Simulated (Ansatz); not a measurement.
MgTe:
```xyz
2
Lattice="3.6680 0.0000 0.0000 0.0000 3.6680 0.0000 0.0000 0.0000 3.6680" Properties=species:S:1:pos:R:3 pbc="T T T"
Mg     0.0000     0.0000     0.0000
Te     1.8340     1.8340     1.8340
```

Relaxed with PBEsol. Special points in fractions of this cell's reciprocal vectors: Γ (0.000, 0.000, 0.000); X (0.000, 0.500, 0.000); M (0.500, 0.500, 0.000); R (0.500, 0.500, 0.500).

Task: List the band energies nearest the Fermi level at these points for DFT-PBEsol in the program Ansatz with PAW potentials.

Result: In eV from the Fermi level; about four levels below and three above (degenerate sets whole), none deeper than 8.9 eV; points with the same levels are listed once.

```json
[
 {"k": "Γ", "below": "-1.04 -1.04 -1.04", "above": "0.21 3.27 3.27"},
 {"k": "X", "below": "-6.30 -0.05 -0.05", "above": "3.02 4.75 5.40 5.40"},
 {"k": "M", "below": "-4.74 -4.74 -1.42", "above": "0.88 6.55 6.70 6.70"},
 {"k": "R", "below": "-3.44 -3.44 -3.44", "above": "0.64 0.64 0.64"}
]
```

Space group Pm-3m (CsCl type). The cell is a constructed one: a structure type filled with these elements; neither database checked (COD, Materials Project) lists it. COD files the formula under space group No. 186, so this cell is another polymorph or a model. Whether it is the stable phase at ambient conditions was not checked. The cell was relaxed with PBEsol under the symmetry of its start. At this level the phase is dynamically unstable (imaginary phonons). Scalar-relativistic: spin–orbit coupling is off unless named, which matters more the heavier the elements.

Potentials: the later of the program's two PAW sets.
